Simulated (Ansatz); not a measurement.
HgSe:
```
HgSe
1.0
    0.00000     3.03151     3.03151
    3.03151     0.00000     3.03151
    3.03151     3.03151     0.00000
Se Hg
1 1
Cartesian
  4.54727   4.54727   4.54727
  0.00000   0.00000   0.00000
```

Relaxed with LDA. Special points in fractions of this cell's reciprocal vectors: Γ (0.000, 0.000, 0.000); X (0.500, 0.000, 0.500); U (0.625, 0.250, 0.625); K (0.375, 0.375, 0.750); L (0.500, 0.500, 0.500); W (0.500, 0.250, 0.750).

Task: List the band energies nearest the Fermi level at these points for LDA (plane waves, PAW; program Ansatz).

Result: In eV from the Fermi level; about four levels below and three above (degenerate sets whole), none deeper than 8.9 eV; … stands for higher levels left out; points with the same levels are listed once.

| k | below | above |
|---|---|---|
| Γ | -1.16 -0.02 -0.02 -0.02 | … |
| X | -6.12 -5.21 -2.39 -2.39 | 2.67 2.77 8.21 |
| U | -5.95 -5.39 -3.00 -1.95 | 2.80 4.32 7.72 |
| L | -6.16 -5.68 -1.02 -1.02 | 0.93 6.14 6.14 |
| W | -5.85 -5.43 -2.86 -2.51 | 3.55 4.96 5.91 |

Space group F-43m (zinc blende). Symmetry was held in the LDA relaxation; phonons on a q-mesh show no instability. The Fermi level of a semimetal is unsure by some 0.05 eV on such meshes. Scalar-relativistic: spin–orbit coupling is off unless named, which matters more the heavier the elements.

Potentials: the later of the program's two PAW sets.
